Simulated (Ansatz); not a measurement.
Nb2O5 in space group C2/c (No. 15; Nb on 8f, O on 8f, O on 4e, O on 8f), LDA in the plane-wave PAW code Ansatz, all energies at zero smearing, with the estimated change up to a 700 eV cutoff added, with one set of potentials and settings (totals compare only within such a set). Cell of 14 atoms (4 Nb, 10 O): -23335.707 eV.

| element | reference phase | E (eV/atom) |
|---|---|---|
| Nb | Im-3m, 1 atoms in the cell | -4442.5966 |
| O | C2/m, 4 atoms in the cell, spin-polarised | -552.6518 |

Formation energy per atom, worked out: (-23335.707 − 4×(-4442.5966) − 10×(-552.6518))/14 = -2.772 eV/atom (-267 kJ per mol of atoms), at 0 K, without zero-point energy or fitted corrections.

The first step of the workflow began from a Materials Project structure, measured or hypothetical; the Crystallography Open Database files this formula in space group No. 15, but the cells were not matched. Its standing as an ambient phase is unchecked. The LDA relaxation kept the symmetry of its start; its stability against distortions is not shown here. No spin polarisation was allowed. The references are the lowest solids computed at this level, not always the standard phases (solids in place of the gases).

Potentials: the later of the program's two PAW sets.
